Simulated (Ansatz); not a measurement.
SiGe:
```xyz
4
Lattice="3.9596 0.0000 0.0000 0.0000 3.9662 0.0000 0.0000 0.0000 5.5958" Properties=species:S:1:pos:R:3 pbc="T T T"
Si     2.9697     0.0000     4.9295
Si     0.9899     0.0000     0.6663
Ge     0.9899     1.9831     2.0624
Ge     2.9697     1.9831     3.5334
```

The program Ansatz at the PBE level (PAW) gives a gap of 0.27 eV without spin–orbit coupling, maximum at Γ, minimum at T.

What happens when spin–orbit coupling is switched on?

The gap shrinks by 0.04 eV, to 0.23 eV; maximum at Γ, minimum at T.

Give the electron effective mass with spin–orbit coupling.

0.064, 0.096, 0.21 mₑ (principal values).

Give the hole effective mass with spin–orbit coupling.

0.062, 0.22, 0.26 mₑ (principal values).

Space group Pmma. The start of the workflow was typed in or built on a structure type; neither database checked (COD, Materials Project) lists it. Its standing as an ambient phase is unchecked. The cell was relaxed with PBE under the symmetry of its start; its stability against distortions is not shown here.

Potentials: the later of the program's two PAW sets.
